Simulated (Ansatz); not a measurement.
**AlN with vanadium replacing Al: do the settings matter for the field gradients?**

Cell: a supercell of AlN (wurtzite type, P6_3mc) built from a structure deposited in the COD (the entry's cell lengths or inner coordinates differ somewhat from later room-temperature determinations), with all atoms left at the host's positions.

```
V Al N
1.0
     9.33900    0.00000    0.00000
    -3.11300    5.39187    0.00000
     0.00000    0.00000    9.96200
V Al N
1 23 24
Direct
  0.11111 0.33333 0.00000
  0.11111 0.33333 0.50000
  0.11111 0.83333 0.00000
  0.11111 0.83333 0.50000
  0.44444 0.33333 0.00000
  0.44444 0.33333 0.50000
  0.44444 0.83333 0.00000
  0.44444 0.83333 0.50000
  0.77778 0.33333 0.00000
  0.77778 0.33333 0.50000
  0.77778 0.83333 0.00000
  0.77778 0.83333 0.50000
  0.22222 0.16667 0.25000
  0.22222 0.16667 0.75000
  0.22222 0.66667 0.25000
  0.22222 0.66667 0.75000
  0.55556 0.16667 0.25000
  0.55556 0.16667 0.75000
  0.55556 0.66667 0.25000
  0.55556 0.66667 0.75000
  0.88889 0.16667 0.25000
  0.88889 0.16667 0.75000
  0.88889 0.66667 0.25000
  0.88889 0.66667 0.75000
  0.11111 0.33333 0.19000
  0.11111 0.33333 0.69000
  0.11111 0.83333 0.19000
  0.11111 0.83333 0.69000
  0.44444 0.33333 0.19000
  0.44444 0.33333 0.69000
  0.44444 0.83333 0.19000
  0.44444 0.83333 0.69000
  0.77778 0.33333 0.19000
  0.77778 0.33333 0.69000
  0.77778 0.83333 0.19000
  0.77778 0.83333 0.69000
  0.22222 0.16667 0.44000
  0.22222 0.16667 0.94000
  0.22222 0.66667 0.44000
  0.22222 0.66667 0.94000
  0.55556 0.16667 0.44000
  0.55556 0.16667 0.94000
  0.55556 0.66667 0.44000
  0.55556 0.66667 0.94000
  0.88889 0.16667 0.44000
  0.88889 0.16667 0.94000
  0.88889 0.66667 0.44000
  0.88889 0.66667 0.94000
```

Atoms are numbered from 1 in the order listed; like atoms form one site, named after its first atom.

Reference run. All values are calculated (Ansatz; DFT, PBE, plane waves and PAW, scalar-relativistic, collinear spin, 420 eV cutoff, Γ-centred 3×4×2 k-points, Fermi–Dirac smearing 0.01 eV, cell charge +1), not measured. Start moments as typed (μB): 1 on each V, none on the rest.

(1) The input is changed as follows: `kpoints.mp_grid.shift`: not typed → [0.5, 0.5, 0.5]; `hamiltonian.xc`: pbe → lda. What happens to V_zz (10²¹ V/m²) and η?

## Answers

(1) 

| site | atom | V_zz reference | η reference | V_zz changed | η changed |
| --- | --- | --- | --- | --- | --- |
| V | 1 | -2.02 | 0.10 | -0.17 | 0.81 |
| Al3 | 3 | 0.64 | 0.90 | 0.73 | 0.84 |
| Al15 | 15 | 0.73 | 0.26 | 0.74 | 0.26 |
| Al21 | 21 | 0.74 | 0.25 | 0.80 | 0.24 |
| Al22 | 22 | 1.06 | 0.09 | 1.12 | 0.08 |
| N25 | 25 | -0.28 | 0.34 | 0.069 | 0.97 |
| N28 | 28 | 0.32 | 0.97 | -0.30 | 0.90 |
| N29 | 29 | 0.26 | 0.40 | 0.25 | 0.39 |
| N31 | 31 | 0.24 | 0.43 | 0.24 | 0.41 |
| N38 | 38 | 0.32 | 0.78 | -0.36 | 1.00 |
| N40 | 40 | 0.33 | 0.74 | 0.36 | 0.89 |
| N46 | 46 | -0.54 | 0.13 | -0.38 | 0.12 |

The largest change of V_zz along a kept axis is on V, from -2.02 to -0.17. In per cent, |V_zz| changes by -92 on V (all sites that start above 2). Where |V_zz| stays above 0.1 and the axes keep their order, η moves most on N40, from 0.74 to 0.89. On V V_xx and V_yy change places (or their axes turn by over 50°), so the two values of η hide a larger change. On N28, N38, N25, N41 (not all in the table) the largest principal value lies along another axis in the second run, so the two V_zz can't be compared directly. The table leaves out 36 of the 48 sites, with |V_zz| up to 1.14; their tensors move by 0.03 at most along any direction. The statements above cover all sites. SCF iterations: 27 and 13.

On the reference run: The defect repeats with the cell of 48 atoms, so it feels its images: sites between two images don't show the values beside a lone defect, and zeros or small values of η there can come from the images' arrangement. Al and N carry a gradient in the pure host already, so the values there aren't the defect's effect alone. A uniform background compensates the cell's charge. The defect cell has no gap above 0.1 eV on its mesh, so the values can hang on the smearing and the k-mesh. The cell keeps the host's lattice, where the PBE pressure is 6 GPa (in a charged cell this depends on the convention for the mean potential). The neighbours have not yet relaxed around the defect (largest force 1.1 eV/Å), so a real crystal will differ.
